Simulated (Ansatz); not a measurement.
SnTe2, before and after

A trial structure of SnTe2 was built thus: sheets of the VSe2 type stacked in turn (P6_3mc, No. 186) (elements of the layers in order: SnTe2 (VSe2 type), SnTe2 (VSe2 type)). A sheet's type names the database crystal that the layer was cut from.

start:

Space group P6_3mc (No. 186). a = 3.677 Å, b = 3.677 Å, c = 12.772 Å, α = 90.00°, β = 90.00°, γ = 120.00°
| atom | site | symmetry | x | y | z |
| --- | --- | --- | --- | --- | --- |
| Sn | 2a | 3m. | 0.0000 | 0.0000 | 0.1212 |
| Te | 2b | 3m. | 0.6667 | 0.3333 | 0.2322 |
| Te | 2b | 3m. | 0.3333 | 0.6667 | 0.0000 |

These are results of DFT PBE+D3(BJ), scalar-relativistic, plane waves, PAW (Ansatz), not measurements. Cutoff 420 eV, Gaussian smearing, Γ-centred meshes. Cell and atoms relax first on a coarse mesh and then on a finer one. In between, the cell is made exact in the group found at 0.06 Å. In metals the finer mesh still leaves noise of several meV/atom or more. The steps can't lower the symmetry of their start. No spin polarisation.

end:

Space group P6_3/mmc (No. 194). a = 4.044 Å, b = 4.044 Å, c = 14.806 Å, α = 90.00°, β = 90.00°, γ = 120.00°
```
atom  site  symmetry       x       y       z
  Sn    2a      -3m.  0.0000  0.0000  0.0000
  Te    4f       3m.  0.6667  0.3333  0.1226
```

The symmetry goes from P6_3mc (No. 186) to P6_3/mmc (No. 194). The volume per atom grows by 40.2 %, from 24.9 to 34.9 Å³. The shortest distance goes from 2.55 Å (Sn–Te) to 2.96 Å (Sn–Te). The energy falls by about 1.1 eV/atom (the start's value is from the coarse mesh). The end is written in a standard setting, so origin, axes and order of atoms can differ from the start's.

| Property | Result |
| --- | --- |
| Volume per atom | 34.9 Å³ |
| Density | 5.9 g/cm³ |
| Formation energy | −0.05 eV/atom |
| Gap on the 12×12×4 mesh of the 6-atom cell | 0 eV (a metal) |

Formation energies are uncorrected and refer to the elements' standard structures at the same level. The references include grey tin. It lies below the elements, which doesn't yet make it stable against other compounds or structures.

The last run used Gaussian smearing of 0.10 eV. These runs have no spin–orbit coupling, which can matter for Te. A structure relaxed within its symmetry needn't be a true minimum. In all, the 3 runs took 10 min on 1 thread of Intel(R) Xeon(R) Processor @ 2.50GHz (Skylake/Cascade Lake) (shared host).
